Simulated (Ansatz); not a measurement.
AlNi3:
```
AlNi3
1.0
    0.00000     2.80189     2.80189
    2.80189     0.00000     2.80189
    2.80189     2.80189     0.00000
Al Ni
1 3
Cartesian
  2.80189   2.80189   2.80189
  1.40095   1.40095   1.40095
  4.20284   4.20284   4.20284
  0.00000   0.00000   0.00000
```

Relaxed with r²SCAN. Special points in fractions of this cell's reciprocal vectors: Γ (0.000, 0.000, 0.000); X (0.500, 0.000, 0.500); U (0.625, 0.250, 0.625); K (0.375, 0.375, 0.750); L (0.500, 0.500, 0.500); W (0.500, 0.250, 0.750).

Q: List the band energies nearest the Fermi level at these points for r²SCAN (plane waves, PAW; program Ansatz).

A: In eV from the Fermi level; about four levels below and three above (degenerate sets whole), none deeper than 8.9 eV; points with the same levels are listed once.

| k | below | above |
|---|---|---|
| Γ | -0.59 -0.59 -0.57 -0.57 | 5.62 5.62 5.62 |
| X | -0.44 -0.35 -0.35 -0.02 | 4.48 4.96 13.12 |
| U | -0.79 -0.36 -0.34 -0.34 | 0.12 0.73 4.82 |
| L | -0.69 -0.69 -0.50 -0.50 -0.14 | 4.46 4.46 4.97 4.97 |
| W | -0.61 -0.61 -0.11 0.00 0.00 | 7.94 7.94 7.95 |

Space group Fm-3m. The workflow started from a Materials Project entry (that database holds measured and hypothetical structures alike); the Crystallography Open Database copy checked does not list it. With Al and Ni taken as one species the cell has the higher symmetry Im-3m, so it may be an ordered model of a mixed-site phase. It is not the phase usual at ambient conditions (space group No. 221). Symmetry was held in the r²SCAN relaxation. At this level the phase is mechanically unstable. No spin polarisation was allowed.

Potentials: the later of the program's two PAW sets.
